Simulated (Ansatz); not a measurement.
Consider the following.

Te2Mo:
```
Te2Mo
1.0
    3.49665     0.00000     0.00000
   -1.74832     3.02819     0.00000
    0.00000     0.00000    13.70165
Te Mo
4 2
Direct
  0.33333   0.66667   0.61738
  0.66667   0.33333   0.38262
  0.66667   0.33333   0.11738
  0.33333   0.66667   0.88262
  0.33333   0.66667   0.25000
  0.66667   0.33333   0.75000
```

This is the PBE+D3(BJ)-relaxed structure.

### Question
All from PBE+D3(BJ) (plane waves, PAW; program Ansatz), unless another level is named. Give the hole effective mass with spin–orbit coupling.

### Answer
1.1, 1.1, 3.6 mₑ (principal values).

### Question
And the conduction-band minimum?

### Answer
on the K–Γ line, 41 % of the way from K (6 equivalent valleys).

### Question
And the weight of the valence-edge state by species (Voronoi cells)?

### Answer
Mo 66 %, Te 34 %.

Space group P6_3/mmc. The cell was relaxed with PBE+D3(BJ) under the symmetry of its start. The run is not spin-polarised. Scalar-relativistic: spin–orbit coupling is off unless named, which matters more the heavier the elements.

Potentials: the earlier of the program's two PAW sets.

Edges and masses are those of Kohn–Sham bands, whose gap is no quasiparticle gap.
